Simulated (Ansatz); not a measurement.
The cell was built from the rocksalt type and relaxed in the same program, and has space group Fm-3m; it needn't be a known or the stable phase.

A run of Ansatz 0.2.0 printed the following.

```
Pb: projections on atomic orbitals take those of the free atom 1s2 2s2 2p6 3s2 3p6 3d10 4s2 4p6 4d10 4f14 5s2 5p6 5d10 6s2 6p2, of charge +0.00 (hamiltonian.pseudopotentials.projection_atoms)
Si: projections on atomic orbitals take those of the free atom 1s2 2s2 2p6 3s2 3p2, of charge +0.00 (hamiltonian.pseudopotentials.projection_atoms)
LAPW: plane waves up to 7.383 Å⁻¹, error target 2.5e-4 eV per atom; small_component_spin mean_spin; Si in spheres of 1.279 Å, 12 of its electrons in bands, Dirac shells []; Pb in spheres of 1.652 Å, 36 of its electrons in bands, Dirac shells []
Engine: ansatz 0.2.0
Pseudopotentials: kind: all_electron
Pseudopotential: Pb, LAPW, valence charge 36, Koelling and Harmon's equation, gaussian nucleus
Pseudopotential: Si, LAPW, valence charge 12, Koelling and Harmon's equation, gaussian nucleus
Functional definition: PBE
  parameter kappa = 0.804
  parameter beta = 0.06672455060314922
  exchange = pbe_x(kappa = kappa, mu = beta*pi^2/3)
  correlation = pbe_c(beta = beta)
Crystal: 2 atoms, lattice volume = 50.347 Å³
Basis set: ecut = 207.66626218779626 eV, 331 PW (Γ), exchange–correlation at level 2
Bands: 29, of which v1, the nominal top of the filled ones, is band 24 counted from 1 (23 counted from 0)
Symmetry: 48 space group operations
Space group: Fm-3m (ITA 225), of the structure as read, at distance tolerance 3.7e-5 Å
k-points: 84 of 2197
Non-local potential: Pb, projectors of the file, none
Non-local potential: Si, projectors of the file, none
Initial density: superposition of atomic densities (chi_scale 0.1, normalization cell, long waves kept (reshape's long-wave potential 0.00 eV rms))
Initial wavefunctions: plane waves of lowest kinetic energy (no species holds an atomic orbital)
Functional: x = pbe(κ = 0.804, μ = 0.2195149727645171), c = pbe(β = 0.06672455060314922)
iter 1 solved again at ethr=2.09e-4 eV; its pass at ethr=1.00e-1 eV (dr2=1.00e-1 eV) is discarded
SCF iter   1: F=—  HF=-575957.824412 eV  |F-HF|=—  |Δ(HF+E_count)|=         —  Δρ=1.16e-2  dr2=1.01e-1  ethr=2.09e-4  ⟨swp⟩=2.9  Hψ=15633  notcnv=0
preconditioner: auto → LDOS  [metal: Δε(μ)=0.006 eV  Ē_g=15.610 eV  σ=0.050 eV  W_gap=0.03  n_scr=14 (ndim 8)  ℏωp=22.2 eV  f_vac=0.011  D(μ)=1.33/eV (n_scr^D=14)  β→1.0]
iter 2 solved again at ethr=4.98e-6 eV; its pass at ethr=2.09e-4 eV (dr2=2.39e-3 eV) is discarded
SCF iter   2: F=—  HF=-575957.796475 eV  |F-HF|=—  |Δ(HF+E_count)|=   2.79e-2  Δρ=2.06e-3  dr2=2.39e-3  ethr=4.98e-6  ⟨swp⟩=2.0  Hψ=12457  notcnv=0
SCF iter   3: F=—  HF=-575957.785793 eV  |F-HF|=—  |Δ(HF+E_count)|=   1.07e-2  Δρ=1.26e-3  dr2=1.55e-3  ethr=4.98e-6  ⟨swp⟩=3.0  Hψ=7824  notcnv=0
SCF iter   4: F=—  HF=-575957.780634 eV  |F-HF|=—  |Δ(HF+E_count)|=   5.16e-3  Δρ=5.61e-4  dr2=3.28e-4  ethr=3.23e-6  ⟨swp⟩=2.0  Hψ=7080  notcnv=0
SCF iter   5: F=—  HF=-575957.780077 eV  |F-HF|=—  |Δ(HF+E_count)|=   5.57e-4  Δρ=1.82e-4  dr2=3.21e-5  ethr=6.83e-7  ⟨swp⟩=2.0  Hψ=7080  notcnv=0
SCF iter   6: F=—  HF=-575957.780051 eV  |F-HF|=—  |Δ(HF+E_count)|=   2.62e-5  Δρ=2.94e-5  dr2=5.99e-7  ethr=6.69e-8  ⟨swp⟩=2.1  Hψ=7090  notcnv=0
SCF iter   7: F=-575957.780051 eV  HF=-575957.780051 eV  |F-HF|=4.66e-10  |Δ(HF+E_count)|=   1.71e-7  Δρ=3.05e-6  dr2=4.10e-9  ethr=1.25e-9  ⟨swp⟩=3.0  Hψ=7356  notcnv=0
SCF 1 converged in 7 iterations: F = -575957.780051 eV  dr2 = 4.10e-9
NSCF: frozen V_eff on 57 k-points
SCF converged after 7 iterations
Free energy (F): -575957.780051 eV
Harris-Foulkes:  -575957.780051 eV  (|F-HF|=4.66e-10)
Internal energy: -575957.769481 eV  (E = F + TS)
E sigma→0 (E₀):  -575957.774766 eV
Entropy (-TS):   -0.010569 eV (-5.285 meV/atom)
Fermi energy:    12.235985 eV
--- Per-component energies (eV) ---
  E_band       = -2991.650006
  E_kinetic    = 662882.436327
  E_xc         = -11147.449165
  E_electrostatic = -1227692.756642  (all electrons and nuclei)
  E_smearing   = -0.010569  (= −TS)
  E_closure    = 0.000000  (closes the sum)
  E_atoms      = -575949.900235  (free atoms, spherical and without spin; not in F)
  Σ components = -575957.780051   (vs F -575957.780051, Δ=0.00e0)
  Basis errors (estimates in eV, not in F): energy 9.4e-5 per atom: plane waves 8.3e-5 (4.5e-5 summed), levels above the bands 2.3e-56, relativity 6.3e-9, radial functions 1.1e-5, core shells 7.5e-9; eigenvalues (radial functions only) 5.4e-7; not estimated: angular momenta, meshes, grids; target (lapw.basis_error) 2.5e-4; muffin-tin radii Si 1.279 Å, Pb 1.652 Å
--- Forces (eV/Å), atoms counted from 1 ---
  atom   1  Pb    -0.00000000     0.00000000    -0.00000000
  atom   2  Si     0.00000000    -0.00000000    -0.00000000
  max |Σ_I F_I| component: 9.53e-31 eV/Å
--- Stress (GPa, compression-positive) ---
       -0.002562      -0.000000      -0.000000
       -0.000000      -0.002562      -0.000000
       -0.000000      -0.000000      -0.002562
  P = ⅓ Tr σ = -0.0026 GPa (-0.026 kbar)
--- Band table (eV; the first three rows and the last of 84) ---
  k-point 0: bands = ["-127.0900", "-122.1917", "-116.1147", "-116.1144", "-116.1144", "-116.1144", "-116.1142", "-116.1142", "-116.1142", "-78.2403", "-78.2403", "-78.2403", "-68.9260", "-68.9260", "-68.9260", "-4.4633", "-4.4633", "-4.4365", "-4.4365", "-4.4365", "0.5837", "10.8564", "12.3825", "12.3825", "12.3825", "18.3647", "18.3647", "18.3647", "18.4102"]
  k-point 1: bands = ["-127.0900", "-122.1917", "-116.1147", "-116.1144", "-116.1144", "-116.1144", "-116.1142", "-116.1142", "-116.1142", "-78.2403", "-78.2403", "-78.2403", "-68.9260", "-68.9260", "-68.9260", "-4.4642", "-4.4642", "-4.4361", "-4.4341", "-4.4341", "0.6599", "10.2157", "12.3946", "12.3946", "12.8461", "17.6953", "17.8121", "17.8121", "18.6120"]
  k-point 2: bands = ["-127.0900", "-122.1917", "-116.1147", "-116.1144", "-116.1144", "-116.1144", "-116.1142", "-116.1142", "-116.1142", "-78.2403", "-78.2403", "-78.2403", "-68.9260", "-68.9260", "-68.9260", "-4.4678", "-4.4678", "-4.4353", "-4.4265", "-4.4265", "0.8883", "9.0691", "12.4375", "12.4375", "13.4583", "16.9057", "16.9057", "16.9146", "18.6959"]
  k-point 83: bands = ["-127.0900", "-122.1917", "-116.1147", "-116.1144", "-116.1144", "-116.1144", "-116.1142", "-116.1142", "-116.1142", "-78.2403", "-78.2403", "-78.2403", "-68.9261", "-68.9261", "-68.9260", "-4.5321", "-4.4575", "-4.4226", "-4.4091", "-4.3615", "4.1742", "5.5384", "8.5436", "8.6800", "13.9671", "15.3035", "18.0891", "18.8749", "21.6276"]
--- Löwdin populations: 2 sites ---
  site symbol       q [e]
     0     Pb     81.8540
     1     Si     14.0987
  spilling = 0.000494 (of n_electrons = 96.000000)
```

The cell and starting positions:

```
CELL_PARAMETERS angstrom
0.00000 2.93077 2.93077
2.93077 0.00000 2.93077
2.93077 2.93077 0.00000
ATOMIC_POSITIONS crystal
Pb 0.00000 0.00000 0.00000
Si 0.50000 0.50000 0.50000
```

Parts of the input that the log doesn't repeat:

```yaml
  band_path:
    path:
      - [0.0, 0.0, 0.0]
      - [0.5, 0.0, 0.5]
      - [0.625, 0.25, 0.625]
      - [0.375, 0.375, 0.75]
      - [0.0, 0.0, 0.0]
      - [0.5, 0.5, 0.5]
      - [0.5, 0.25, 0.75]
      - [0.5, 0.0, 0.5]
    npoints: 8
output:
  forces: true
  stress: true
  eigenvalues: true
  fatbands: true
  populations: true
  dos: { projected: true, de: 0.2, e_range: [-14, 8] }
```

Task: Write the input that produced this log.

Result: 
```yaml
crystal:
  lattice:
    - [0.0, 2.930772757, 2.930772757]
    - [2.930772757, 0.0, 2.930772757]
    - [2.930772757, 2.930772757, 0.0]
  atoms:
    - { symbol: Pb, position: [0.0, 0.0, 0.0] }
    - { symbol: Si, position: [0.5, 0.5, 0.5] }
kpoints:
  mp_grid: { grid: [13, 13, 13] }
  band_path:
    path:
      - [0.0, 0.0, 0.0]
      - [0.5, 0.0, 0.5]
      - [0.625, 0.25, 0.625]
      - [0.375, 0.375, 0.75]
      - [0.0, 0.0, 0.0]
      - [0.5, 0.5, 0.5]
      - [0.5, 0.25, 0.75]
      - [0.5, 0.0, 0.5]
    npoints: 8
scf:
  occupations: { method: fermi_dirac, width: 0.05 }
hamiltonian:
  xc: pbe
  pseudopotentials: { kind: all_electron, lapw: { basis_error: 0.00025 } }
output:
  forces: true
  stress: true
  eigenvalues: true
  fatbands: true
  populations: true
  dos: { projected: true, de: 0.2, e_range: [-14, 8] }
```
This is the input that was run; digits and keys that the log doesn't show could differ in an equivalent one.
